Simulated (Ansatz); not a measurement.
Fitting the PBE energy curve of LiY3

Symmetry: Pm-3m, No. 221, cubic system. The conventional cell has a = 4.920 Å, b = 4.920 Å, c = 4.920 Å, α = 90.00°, β = 90.00°, γ = 90.00°. Around Y (site symmetry 4/mmm) lie 8 Y at 3.48 Å and 4 Li at 3.48 Å. Li (site symmetry m-3m) has 12 Y at 3.48 Å as nearest neighbours.

The cell comes from a database or a generator and needn't be the stable form of this composition.

The cell was scaled at fixed shape and fractions and run with Ansatz, Ansatz PAW, cutoff 420 eV; PBE, k mesh 6 × 6 × 6 on the cell of 4 atoms, fermi-dirac occupations of 0.05 eV, no spin polarisation, no spin-orbit coupling. Energies are those that the program minimises, any entropy of the smearing included. For a metal such a mesh isn't converged to the digits shown.

```tsv
V (Å³/atom)	energy over the lowest row (meV/atom)
27.9824	11.809
28.5778	5.170
29.1732	?
29.7686	0.000
30.3639	1.032
30.9593	4.215
31.5547	9.375
```

Q: Fit the third-order Birch-Murnaghan form, give V0, B0 and B′, and predict the energy left open.

A: With y = (V0/V)^(2/3), E = E0 + (9 V0 B0/16) [(y - 1)³ B′ + (y - 1)² (6 - 4y)]. Least squares through the rows shown give V0 = 29.7955 Å³/atom, E0 = -0.003 meV, B0 = 31.40 GPa (1 eV/Å³ = 160.218 GPa) and B′ = 3.26, with a largest miss of 0.001 meV. At V = 29.1732 the form with these constants gives 1.309 meV; the run gave 1.310 meV an atom.
